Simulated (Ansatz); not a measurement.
Se:
```
CELL_PARAMETERS angstrom
      4.50572     0.00000     0.00000
     -2.25286     3.90207     0.00000
      0.00000     0.00000     4.99131
ATOMIC_POSITIONS crystal
  Se 0.21709 0.00000 0.83333
  Se 0.00000 0.21709 0.16667
  Se 0.78291 0.78291 0.50000
```

Relaxed with r²SCAN. Special points in fractions of this cell's reciprocal vectors: Γ (0.000, 0.000, 0.000); M (0.500, 0.000, 0.000); K (0.333, 0.333, 0.000); A (0.000, 0.000, 0.500); L (0.500, 0.000, 0.500); H (0.333, 0.333, 0.500).

Problem. List the band energies nearest the valence-band maximum at these points for r²SCAN in the plane-wave PAW code Ansatz.

Solution. In eV from the valence-band maximum; about four levels below and three above (degenerate sets whole), none deeper than 8.9 eV; points with the same levels are listed once.

```csv
k,below,above
Γ,-3.66 -2.07 -2.07 -0.40,2.26 2.26 2.58
M,-3.29 -2.73 -1.87 -0.97,2.31 2.76 4.23
K,-2.71 -2.71 -2.62 -1.40,3.23 3.23 3.95
A,-3.48 -3.48 -1.45 -1.45 -1.08,1.56 1.65 1.65
L,-4.22 -1.66 -1.22 0.00,1.82 2.90 3.29
H,-4.77 -4.77 -0.99 -0.26 -0.26,1.33 3.07 3.07
```

Space group P3_121 (trigonal Se type). The cell was relaxed with r²SCAN under the symmetry of its start. A crystal of weakly bound chains computed without a dispersion correction: the cell and the soft elastic constants depend strongly on that. Spin–orbit coupling is left out wherever it is not named.

Potentials: the later of the program's two PAW sets.
